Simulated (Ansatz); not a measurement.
LuN (rock salt, Fm-3m) at seven volumes, DFT-LDA in the program Ansatz with PAW potentials, scaled uniformly. One row is withheld.

```tsv
V (Å³/atom)	P (GPa)
11.482	22.64
11.860	13.95
12.239	6.45
12.617	0.00
12.996	?
13.374	-10.25
13.753	-14.34
```

Question: Fit the shown pressures and predict the withheld one.

Answer: Third-order Birch–Murnaghan: P = (3/2)B₀(x^(7/2) − x^(5/2))[1 + (3/4)(B′ − 4)(x − 1)] with x = (V₀/V)^(2/3). Least squares on the six rows gives V₀ = 12.618 Å³/atom, B₀ = 198.3 GPa, B′ = 4.04. At V = 12.996, x = 0.9805 and P = -5.51 GPa. The run itself gave -5.50 GPa.

The first step of the workflow began from a Materials Project structure, measured or hypothetical; the Crystallography Open Database files this formula in space group No. 225, but the cells were not matched. Its standing as an ambient phase is unchecked. The LDA relaxation kept the symmetry of its start; whether a distortion lowers the energy is not shown. Scalar-relativistic: spin–orbit coupling is off unless named, which matters more the heavier the elements.

Potentials: the later of the program's two PAW sets.
